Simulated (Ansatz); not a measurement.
# CuSb (zincblende structure)

The computed numbers are results of r²SCAN, scalar-relativistic (no spin polarisation) in the plane-wave PAW code Ansatz at 500 eV, 10×10×10 k-mesh, Gaussian smearing of 0.05 eV; PAW files: Ansatz's generated set soft_2.

```cif
data_structure
_symmetry_space_group_name_H-M 'F-43m'
_symmetry_Int_Tables_number 216
_cell_length_a 5.8003
_cell_length_b 5.8003
_cell_length_c 5.8003
_cell_angle_alpha 90.000
_cell_angle_beta 90.000
_cell_angle_gamma 90.000
_cell_volume 195.14
loop_
_atom_site_label
_atom_site_type_symbol
_atom_site_symmetry_multiplicity
_atom_site_Wyckoff_symbol
_atom_site_fract_x
_atom_site_fract_y
_atom_site_fract_z
_atom_site_occupancy
Cu1 Cu 4 a 0.00000 0.00000 0.00000 1
Sb1 Sb 4 d 0.25000 0.25000 0.75000 1
```

The cell came from substitution into a structure type; whether the compound takes it is for experiment to say.

The cell above was scaled in volume, its shape and atoms being fixed by the lattice's symmetry. Energies are counted from the cell above.

The cell is relaxed to zero pressure at this level.

```csv
V (Å³/atom),ΔE (meV/atom),P from the stress (GPa)
23.417,8.63,2.96
23.905,2.07,1.40
24.393,0.00,0.01
24.881,1.94,-1.23
25.368,7.44,-2.34
26.100,21.54,-3.78
```

**Question.** Do the energies and the pressures agree? Compare −ΔE/ΔV between neighbouring points (1 meV/Å³ = 0.1602 GPa) with the mean of their pressures.

**Answer.** 
```tsv
interval (Å³/atom)	−ΔE/ΔV (GPa)	mean P (GPa)
23.42 to 23.90	2.2	2.2
23.90 to 24.39	0.7	0.7
24.39 to 24.88	-0.6	-0.6
24.88 to 25.37	-1.8	-1.8
25.37 to 26.10	-3.1	-3.1
```
They differ by 0.03 GPa at most.

**Question.** What do the two routes give for V0, B0 and B0′?

**Answer.** A third-order Birch–Murnaghan fit of the energies: V0 = 24.39 Å³/atom, B0 = 66 GPa, B0′ = 4.8. A polynomial of P in ln V, with B = −dP/d ln V at P = 0: V0 = 24.40 Å³/atom, B0 = 66 GPa, B0′ = 4.7.

B0·V0 = 65.7 GPa × 24.39 Å³ = 10.00 eV/atom sets the scale: near the minimum ΔE ≈ ½ B0 V0 x², with x = V/V0 − 1, and a pressure of 0.7 GPa squeezes the volume by about 1 %. At the ends of the curve: x = −4.0 % predicts 8.0 meV/atom and the run gives 8.6; x = +7.0 % predicts 24.5 meV/atom and the run gives 21.5. Compression costs more and expansion less than the parabola says, since the crystal stiffens as it shrinks; B0′ measures that.

These numbers lack spin–orbit coupling. The run is a metal.
